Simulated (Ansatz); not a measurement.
YbC (NiAs-type structure)

Computed with Ansatz (plane waves, PAW, 420 eV cutoff): PBEsol, scalar-relativistic, collinear spin, Γ-centred 10×10×6 mesh, 0.05 eV Gaussian smearing. The datasets are Ansatz's generated set soft_2.

```cif
data_structure
_symmetry_space_group_name_H-M 'P 1'
_symmetry_Int_Tables_number 1
_cell_length_a 3.3683
_cell_length_b 3.3683
_cell_length_c 5.9684
_cell_angle_alpha 90.000
_cell_angle_beta 90.000
_cell_angle_gamma 120.000
_cell_volume 58.64
loop_
_atom_site_label
_atom_site_type_symbol
_atom_site_fract_x
_atom_site_fract_y
_atom_site_fract_z
_atom_site_occupancy
Yb1 Yb 0.00000 0.00000 0.00000 1
Yb2 Yb 0.00000 0.00000 0.50000 1
C1 C 0.33333 0.66667 0.25000 1
C2 C 0.66667 0.33333 0.75000 1
```

The cell came from substitution into a structure type; whether the compound takes it is for experiment to say.

Magnetic state: non-magnetic, site spin moments none.

Cell and atoms are those of this level's equilibrium.

Path: Γ–M–K–Γ–A–L–H–A | L–M | H–K, with Γ = (0.000, 0.000, 0.000), M = (0.500, 0.000, 0.000), K = (0.333, 0.333, 0.000), A = (0.000, 0.000, 0.500), L = (0.500, 0.000, 0.500), H = (0.333, 0.333, 0.500) in reciprocal vectors of the calculation's cell.

Problem. Is it a metal or an insulator, and if it has a gap, where are the band edges on this path?

Solution. A metal: bands cross the Fermi level.

Levels between -3 and 5 eV from the Fermi level at the path's named points (both spins alike):
| point | below E_F (eV) | above E_F (eV) |
| --- | --- | --- |
| Γ | -1.16 -1.11 -1.11 -1.00 -1.00 -0.74 -0.68 -0.67 -0.67 -0.65 -0.65 -0.57 -0.53 -0.53 -0.51 -0.51 | 1.17 1.79 2.09 2.09 4.42 4.42 4.74 4.74 |
| M | -2.15 -1.35 -1.31 -1.04 -1.02 -0.71 -0.70 -0.68 -0.67 -0.64 -0.63 -0.61 -0.58 -0.57 -0.51 -0.47 -0.18 | 0.50 1.15 1.33 4.03 |
| K | -2.84 -2.49 -2.49 -1.22 -1.22 -0.73 -0.69 -0.69 -0.69 -0.63 -0.62 -0.62 -0.60 -0.60 -0.60 -0.58 -0.47 -0.29 -0.29 | 0.64 4.95 |
| A | -2.12 -2.12 -1.09 -1.09 -1.09 -1.09 -0.66 -0.66 -0.61 -0.61 -0.61 -0.61 -0.53 -0.53 -0.45 -0.45 | 0.39 0.39 0.39 0.39 4.76 4.76 |
| L | -2.89 -2.89 -1.24 -1.24 -1.10 -1.10 -0.68 -0.68 -0.67 -0.67 -0.62 -0.62 -0.61 -0.61 -0.57 -0.57 -0.09 -0.09 | 0.18 0.18 3.17 3.17 |
| H | -2.51 -2.51 -1.33 -1.33 -1.24 -1.24 -0.66 -0.66 -0.65 -0.65 -0.65 -0.65 -0.60 -0.60 -0.59 -0.59 -0.40 -0.40 -0.30 -0.30 | 4.51 4.51 |

Without a U the 4f levels of Yb lie too near the Fermi level, so their share of the states there, and what hangs on it, is overstated. Scalar-relativistic only: spin–orbit splittings of the heavy atoms' levels are missing. The run wasn't fully tested for a lower electronic state. The starting moments died out; a magnetic state reached from other starts isn't excluded.
